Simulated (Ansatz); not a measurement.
The relaxed structure here is a generated cell of Ru: the first start was made by placing the elements on the sites of a structure type, and the end was not matched to a known phase here, so it may be hypothetical. Known forms of Ru include space group No. 194.

A relaxed cell of Ru (Pm-3m (No. 221)), relaxed on a k-mesh at least as fine as the one used below. The numbers are results of PBE (plane waves to 420 eV, PAW, scalar-relativistic; Ansatz, a quantum-chemistry and plane-wave program), not measurements. Γ-centred k-mesh 13×13×13 on the run's cell (coarser than for final values), Fermi–Dirac smearing 0.05 eV.

```yaml
crystal:
  lattice:
    - [5.02258, 0.00000, 0.00000]
    - [2.51129, 2.51129, 0.00000]
    - [0.00000, 0.00000, 2.51129]
  atoms:
    - { symbol: Ru, position: [0.00000, 0.00000, 0.00000] }
    - { symbol: Ru, position: [0.50000, 0.00000, 0.00000] }
```

The atoms are displaced along an unstable phonon of this cell by (Å):

```json
[
 {"atom": "Ru1", "ux": "0.000", "uy": "0.000", "uz": "0.150"},
 {"atom": "Ru2", "ux": "0.000", "uy": "0.000", "uz": "-0.150"}
]
```

Task: What forces (eV/Å) and pressure result?

Result: 
| atom | Fx | Fy | Fz |
|---|---|---|---|
| Ru1 | 0.00 | 0.00 | 0.21 |
| Ru2 | 0.00 | 0.00 | -0.21 |

Pressure -1.2 GPa.

The undisplaced cell is probably no minimum: from this displacement the run went on to I4/mmm (No. 139), 0.58 eV/atom below it.

No spin polarisation in the result.
